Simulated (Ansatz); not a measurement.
### Question
Each is relaxed and computed with plane-wave PAW LDA (Ansatz code). Which is the only metal?
(A) GeS, Pnma (Ge on 4c, S on 4c)
(B) NiGe, Pnma (Ni on 4c, Ge on 4c)
(C) BN, Pnma (B on 4c, N on 4c)
(D) NiH2O2, P-3m1 (Ni on 1a, H on 2d, O on 2d)

### Answer
B, NiGe, Pnma (Ni on 4c, Ge on 4c). NiGe: metal; GeS: gap 0.70 eV (indirect); BN: gap 5.63 eV (indirect); NiH2O2: gap 0.90 eV (indirect). Spin orders computed, not proven ground states: NiH2O2, P-3m1 (Ni on 1a, H on 2d, O on 2d) antiferromagnetic. Built on a structure type that need not be the filed one of that space group: BN, Pnma (B on 4c, N on 4c). Not the usual ambient phase: BN, Pnma (B on 4c, N on 4c). Standing as an ambient phase not checked: NiH2O2, P-3m1 (Ni on 1a, H on 2d, O on 2d). Weakly bound layers, chains or molecules computed without a dispersion correction, so cells and soft constants are ill determined: GeS, Pnma (Ge on 4c, S on 4c); NiH2O2, P-3m1 (Ni on 1a, H on 2d, O on 2d). All cells were relaxed under the symmetry of their starts (and spin orders); stability against distortions was not tested throughout. Cells of antiferromagnets are given as chemical subcells. Rows with no word on spin ran without spin polarisation. No Hubbard U is applied. Spin–orbit coupling is left out wherever it is not named.

Potentials: the later of the program's two PAW sets.
